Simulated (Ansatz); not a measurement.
Ansatz (a quantum-chemistry and plane-wave program) input:

Ansatz 0.2 input:
```yaml
crystal:
  lattice:
    - [3.3454645826, 1.9315762739, 0.0]
    - [-3.3454645826, 1.9315762739, 0.0]
    - [-0.001200589, 0.0, 9.4887029867]
  atoms:
    - { symbol: Hg, position: [0.3523738981, 0.3523738981, 0.0] }
    - { symbol: Hg, position: [0.6477713687, 0.9999824194, 0.3333242463] }
    - { symbol: Hg, position: [0.9999824194, 0.6477713687, 0.6666757537] }
    - { symbol: S, position: [0.2818971244, 0.2818971244, 0.5] }
    - { symbol: S, position: [0.7179299067, 0.0002752827, 0.83333639] }
    - { symbol: S, position: [0.0002752827, 0.7179299067, 0.16666361] }
kpoints:
  mp_grid: { grid: [12, 12, 5] }
basis: { xc_grid: 2 }
hamiltonian:
  xc: pbesol
  pseudopotentials: { kind: paw }
scf:
  occupations: { method: gaussian, width: 0.05 }
checkpoint: { read: metal.run }
output: { bader: true, populations: true }
```

Output (shortened):

```
Pseudopotentials: kind: paw
Pseudopotential: Hg, paw, valence charge 20
Pseudopotential: S, paw, valence charge 6
Functional definition: PBEsol
Crystal: 6 atoms, lattice volume = 122.632 Å³
Basis set: ecut = 420 eV, 2431 PW (Γ), exchange–correlation on 54×54×128 points (8 copies of the dense FFT grid, shifted against one another)
Bands: 47, of which v1, the nominal top of the filled ones, is band 39 counted from 1 (38 counted from 0)
Symmetry: 2 space group operations
Space group: C2 (ITA 5), of the structure as read, at distance tolerance 5.0e-5 Å
k-points: 199 of 720 (time reversal used)
PAW frozen core: Hg, regenerated for the run's functional, and the local potential with it
PAW frozen core: S, regenerated for the run's functional, and the local potential with it
Initial density: read from a saved state, or passed on in memory by an earlier SCF of this step, an earlier step, the calling program or the single point that …
Stability of the state it starts from, as read at its close in the unpolarized treatment …
Initial wavefunctions: pseudopotential atomic-orbital guess
Eigensolver: davidson
Functional: x = pbesol(κ = 0.804, μ = 0.12345679012345678), c = pbesol(β = 0.046)
iter 1 solved again at ethr=5.36e-8 eV; its pass at ethr=3.10e-3 eV (dr2=4.18e-5 eV) is discarded
SCF iter   1: F=—  HF=-43659.130796 eV  |F-HF|=—  |Δ(HF+E_count)|=         —  Δρ=2.29e-7  dr2=6.68e-11  ethr=5.36e-8  ⟨swp⟩=3.0  Hψ=58346  notcnv=0
all-band conjugate gradients solve this SCF's bands
preconditioner: auto → Kerker (q_TF=auto, 2.530 Å⁻¹)
SCF iter   2: F=-43659.130796 eV  HF=-43659.130796 eV  |F-HF|=2.91e-11  |Δ(HF+E_count)|=   2.04e-9  Δρ=9.49e-8  dr2=2.03e-11  ethr=1.00e-12  ⟨swp⟩=6.7  Hψ=33906  notcnv=0
SCF 1 converged in 2 iterations: F = -43659.130796 eV  dr2 = 2.03e-11
SCF converged after 2 iterations
Free energy (F): -43659.130796 eV
Harris-Foulkes:  -43659.130796 eV  (|F-HF|=2.91e-11)
Internal energy: -43659.127739 eV  (E = F + TS)
E sigma→0 (E₀):  -43659.129267 eV
Entropy (-TS):   -0.003057 eV (-0.510 meV/atom)
Fermi energy:    11.287155 eV
--- Per-component energies (eV) ---
  E_band       = -1254.026452
  E_kinetic    = 2126.523964
  E_local      = -8863.655835  (includes V_loc(G=0)·N_el)
  E_nonlocal   = 318.693946
  E_hartree    = 3776.013338
  E_xc         = -942.904697
  E_vxc        = -1044.328032  (∫ρ·V_xc dr)
  E_paw        = -31153.775737  (= ΣΔE_a)
  E_vpaw       = -1343.289704  (= ΣTr[D̂ρ^β])
  E_aug_tail   = 0.002659  (compensation charges beyond the density's cutoff)
  E_ewald      = -8921.197178
  E_core_change = 1.171802  (= ΣΔE_core)
  E_smearing   = -0.003057  (= −TS)
  E_closure    =  0.000000  (closes the sum)
  Σ components = -43659.130796   (vs F -43659.130796, Δ=0.00e0)
  [band-id]    e_kinetic+e_local+e_nonlocal+2·e_hartree+e_vxc+e_vpaw+e_augmentation_tail = -1254.026325   (vs E_band -1254.026452, Δ=1.27e-4)
--- Band table (eV; the first three rows and the last of 199) ---
  k-point 0: bands = ["-103.0782", "-103.0782", "-103.0776", "-51.4996", "-51.4995", "-51.4990", "-51.4940", "-51.4937", "-51.4924", "-51.4736", "-51.4734", "-51.4729", "-2.4147", "-1.4937", "-1.4936", "4.1538", "4.1540", "4.1803", "4.3107", "4.3116", "4.4582", "4.8206", "4.8473", "4.8476", "4.8560", "4.8562", "5.0956", "5.1311", "5.1314", "5.1857", "6.5058", "6.5060", "9.7982", "9.7989", "9.8368", "10.3949", "10.8823", "11.0569", "11.0594", "11.3145", "14.1712", "14.1717", "16.5728", "16.5731", "17.4129", "17.6425", "17.6450"]
  k-point 1: bands = ["-103.0782", "-103.0782", "-103.0776", "-51.4996", "-51.4995", "-51.4990", "-51.4941", "-51.4934", "-51.4925", "-51.4736", "-51.4734", "-51.4729", "-2.3705", "-1.7764", "-1.2404", "3.8461", "4.1619", "4.2035", "4.4223", "4.4612", "4.5074", "4.8065", "4.8144", "4.8191", "4.8694", "4.8750", "5.0542", "5.0556", "5.1942", "5.2113", "6.3108", "6.8904", "9.1508", "9.8195", "9.8830", "10.5553", "10.7918", "11.2469", "11.2966", "11.4341", "13.7539", "14.2720", "16.3966", "17.0373", "17.0606", "17.1753", "18.3148"]
  k-point 2: bands = ["-103.0782", "-103.0782", "-103.0776", "-51.4996", "-51.4995", "-51.4990", "-51.4943", "-51.4931", "-51.4926", "-51.4736", "-51.4734", "-51.4729", "-2.2411", "-2.0365", "-1.0852", "3.6408", "4.1417", "4.1532", "4.5384", "4.6119", "4.6424", "4.7400", "4.7425", "4.7608", "4.9117", "4.9233", "4.9774", "4.9882", "5.2311", "5.2358", "6.2355", "7.4951", "8.2753", "9.8935", "10.0692", "10.3211", "10.5879", "11.4455", "11.4641", "12.2022", "13.0563", "14.2335", "16.3884", "16.8104", "16.8279", "17.9121", "18.8477"]
  k-point 198: bands = ["-103.0782", "-103.0782", "-103.0776", "-51.5013", "-51.5010", "-51.4995", "-51.4939", "-51.4934", "-51.4932", "-51.4743", "-51.4740", "-51.4739", "-1.3592", "-1.2318", "-1.0616", "3.6894", "4.1281", "4.1449", "4.4950", "4.5676", "4.6758", "4.7428", "4.8826", "5.0288", "5.2225", "5.2242", "5.2848", "5.3182", "5.3449", "5.5222", "6.2276", "6.6221", "6.9715", "7.9609", "8.7110", "8.9467", "9.4193", "10.7280", "11.2006", "11.6458", "12.0575", "14.2378", "15.8943", "16.6241", "16.8950", "17.4166", "18.0489"]
  band table: 47 of 47 bands, residual norms ≤ 1.0e-3 eV
--- Löwdin populations: 6 sites ---
  site symbol       q [e]
     0     Hg     18.9667
     1     Hg     18.9667
     2     Hg     18.9667
     3      S      6.8299
     4      S      6.8300
     5      S      6.8300
  spilling = 0.007821 (of n_electrons = 78.000000)
--- Bader charges: 6 sites ---
  site symbol  charge [e]  shift [e]
     0     Hg      0.5127     0.0003
     1     Hg      0.5127     0.0003
     2     Hg      0.5127     0.0003
     3      S     -0.5126     0.0004
     4      S     -0.5127     0.0003
     5      S     -0.5127     0.0003
  shift: an alarm, by how much a part of what the PAW files miss would move the charge. Where it is large, compare
  with a run on PAW files of another source; a small one proves nothing
  estimated error of the sums over rays = 4.0e-4 e
```

Cost: very roughly 3 core-minutes on shared cores.

Space group P3_121. The first step of the workflow began from a Materials Project structure, measured or hypothetical; the Crystallography Open Database files this formula in space group No. 152, but the cells were not matched. Whether it is the stable phase at ambient conditions was not checked. The cell was relaxed with PBEsol under the symmetry of its start; its stability against distortions is not shown here. Point labels and valley counts follow the cell and symmetry of the run, lower than the named group. Scalar-relativistic: spin–orbit coupling is off unless named, which matters more the heavier the elements.

Potentials: the later of the program's two PAW sets.

Ansatz is a plane-wave DFT program.
